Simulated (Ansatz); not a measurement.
Here is the system:

MoPt:
```
CELL_PARAMETERS angstrom
      4.47443     0.00000     0.00000
      0.00000     2.72973     0.00000
      0.00000     0.00000     4.95332
ATOMIC_POSITIONS crystal
  Mo 0.25000 0.00000 0.16227
  Mo 0.75000 0.00000 0.83773
  Pt 0.25000 0.50000 0.66336
  Pt 0.75000 0.50000 0.33664
```

This is the r²SCAN-relaxed structure.

Problem. All from r²SCAN in the plane-wave PAW code Ansatz, unless another level is named. Estimate the density of states at the Fermi level.

Solution. 0.72 states/eV per atom (mean over ±0.08 eV).

Problem. Give the formation energy from the elements (no fitted shifts).

Solution. -0.35 eV/atom.

Problem. Give the gap with spin–orbit coupling.

Solution. none (metallic).

Space group Pmma. The workflow started from a Materials Project entry (that database holds measured and hypothetical structures alike); the Crystallography Open Database copy checked does not list it. With Mo and Pt taken as one species the cell has the higher symmetry P6_3/mmc, so it may be an ordered model of a mixed-site phase. Whether it is the stable phase at ambient conditions was not checked. The r²SCAN relaxation kept the symmetry of its start; of distortions, only those at the zone centre were tested. The run is not spin-polarised. The references are the lowest solids computed at this level, not always the standard phases. Scalar-relativistic: spin–orbit coupling is off unless named, which matters more the heavier the elements.

Potentials: the later of the program's two PAW sets.
